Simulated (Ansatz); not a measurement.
Hf$_{3}$Ge (Fm-3m), relaxed with HSE06 (Ansatz, a program for electronic structure, plane waves, PAW): a = 6.824 Å, b = 6.824 Å, c = 6.824 Å, α = 90.00°, β = 90.00°, γ = 90.00°.

```
Quantity              Result
--------------------  ------
B₀ by P(V) fit (GPa)     114
```

Task: The same phase is relaxed and computed with PBE in the same code. What are the cell and these values now?

Result: a = 6.8396 Å, b = 6.8396 Å, c = 6.8396 Å, α = 90.00°, β = 90.00°, γ = 90.00°.

B₀ by P(V) fit (GPa): 108

Constructed cells (a structure type filled with these elements, in neither database checked): Hf3Ge, Fm-3m (Ge on 4a, Hf on 4b, Hf on 8c). All cells were relaxed under the symmetry of their starts (and spin orders); stability against distortions was not tested throughout. Rows with no word on spin ran without spin polarisation. Scalar-relativistic: spin–orbit coupling is off unless named, which matters more the heavier the elements.

Potentials: the later of the program's two PAW sets.

Ansatz is a plane-wave DFT program.
